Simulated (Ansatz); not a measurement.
Values for one crystal, relaxed and computed with the program Ansatz at the LDA level (PAW); other levels are named.

```yaml
volume_per_atom: 21.39 Å³
band_gap: 0.33 eV (direct)
zone_centre_stability: no imaginary mode at Γ
conduction_band_minimum: at Γ
Formation energy from the elements (no fitted shifts): -0.48 eV/atom
valence_band_maximum: at Γ
Hole effective mass, band 1 of 2 at the edge: 0.047 along x, 1.5 along z (mₑ)
```

### Question
Which compound is it?
A. Sb2S3, Pnma (Pearson symbol oP20)
B. ZnCdTe2, R3m (Zn on 3a, Cd on 3a, Te on 3a, Te on 3a)
C. Mg2ZnO3, P-3m1 (Mg on 2d, Zn on 1a, O on 2d, O on 1b)
D. ZnHgS2, R3m (Zn on 3a, Hg on 3a, S on 3a, S on 3a)

### Answer
D, ZnHgS2, R3m (Zn on 3a, Hg on 3a, S on 3a, S on 3a)

The first step of the workflow began from a Materials Project structure, measured or hypothetical; the Crystallography Open Database copy checked does not list it. Whether it is the stable phase at ambient conditions was not checked. The cell was relaxed with LDA under the symmetry of its start. The references are the lowest solids computed at this level, not always the standard phases. Spin–orbit coupling is left out wherever it is not named.

Potentials: the later of the program's two PAW sets.
